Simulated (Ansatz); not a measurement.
Se:
```
Se
1.0
    2.76737     0.00000     0.00000
    0.00000     2.76737     0.00000
    0.00000     0.00000     2.76737
Se
1
Cartesian
  0.00000   0.00000   0.00000
```

Relaxed with LDA. Special points in fractions of this cell's reciprocal vectors: Γ (0.000, 0.000, 0.000); X (0.000, 0.500, 0.000); M (0.500, 0.500, 0.000); R (0.500, 0.500, 0.500).

List the band energies nearest the Fermi level at these points for the program Ansatz at the LDA level (PAW).

In eV from the Fermi level; about four levels below and three above (degenerate sets whole), none deeper than 8.9 eV; … stands for higher levels left out; points with the same levels are listed once.

```json
[
 {"k": "Γ", "below": "–", "above": "1.49 1.49 1.49"},
 {"k": "X", "below": "-7.50", "above": "3.06 3.06 10.14"},
 {"k": "M", "below": "-5.39 -5.39", "above": "2.51 4.49 …"},
 {"k": "R", "below": "-3.53 -3.53 -3.53", "above": "…"}
]
```

Space group Pm-3m (simple cubic). The workflow started from a Materials Project entry (that database holds measured and hypothetical structures alike); the Crystallography Open Database copy checked does not list it. It is not the phase usual at ambient conditions (space group No. 152). The LDA relaxation kept the symmetry of its start; its stability against distortions is not shown here. Spin–orbit coupling is left out wherever it is not named.

Potentials: the earlier of the program's two PAW sets. The files were generated under PBE; for other functionals the program regenerates the frozen cores, and for LDA and PBEsol the local potential too.
